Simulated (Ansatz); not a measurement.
ScSi (CsCl type, Pm-3m), PBEsol in the plane-wave PAW code Ansatz, all energies at zero smearing, with the estimated change up to a 700 eV cutoff added, with one set of potentials and settings (totals compare only within such a set). Cell of 2 atoms (1 Sc, 1 Si): -2733.823 eV.

```
element                reference phase  E (eV/atom)
-------  -----------------------------  -----------
Sc       P6_3/mmc, 2 atoms in the cell   -2111.3717
Si          Fd-3m, 2 atoms in the cell    -621.4938
```

Formation energy per atom, worked out: (-2733.823 − 1×(-2111.3717) − 1×(-621.4938))/2 = -0.479 eV/atom (-46 kJ per mol of atoms), at 0 K, without zero-point energy or fitted corrections.

A made-up cell: these elements were put on the sites of a structure type; neither database checked (COD, Materials Project) lists it. Whether it is the stable phase at ambient conditions was not checked. The PBEsol relaxation kept the symmetry of its start. At this level the phase is mechanically unstable. No spin polarisation was allowed. The references are the lowest solids computed at this level, not always the standard phases.

Potentials: the earlier of the program's two PAW sets. The files were generated under PBE; for other functionals the program regenerates the frozen cores, and for LDA and PBEsol the local potential too.
